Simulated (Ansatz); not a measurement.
Polymorphs of Bi, each relaxed with DFT-r²SCAN in the program Ansatz with PAW potentials:

A: diamond (Fd-3m)
a = b = c = 7.234 Å, α = β = γ = 90.00°

| atom | site | symmetry | x | y | z |
|---|---|---|---|---|---|
| Bi | 8b | -43m | 0.5000 | 0.5000 | 0.5000 |

B: Pm-3m
a = b = c = 3.253 Å, α = β = γ = 90.00°

```json
[
 {"atom": "Bi", "site": "1b", "symmetry": "m-3m", "x": "0.5000", "y": "0.5000", "z": "0.5000"}
]
```

C: fcc (Cu type) (Fm-3m)
a = 5.007 Å, b = 5.007 Å, c = 5.007 Å, α = 90.00°, β = 90.00°, γ = 90.00°

| atom | site | symmetry | x | y | z |
|---|---|---|---|---|---|
| Bi | 4a | m-3m | 0.0000 | 0.0000 | 0.0000 |

### Question
Rank these by energy per atom at 0 K (lowest first), as r²SCAN gives it.

### Answer
B (+0 meV/atom), A (+183 meV/atom), C (+248 meV/atom)

Typed or built starts, not in the databases checked: A; C. Not the usual ambient phase: A; B; C. Unstable at this level: A; C. All cells were relaxed under the symmetry of their starts (and spin orders); stability against distortions was not tested throughout. Spin–orbit coupling is left out wherever it is not named.

Energies hold the estimated change up to a 700 eV cutoff; steps of a few meV lie near the error of the meshes.

Potentials: the later of the program's two PAW sets.
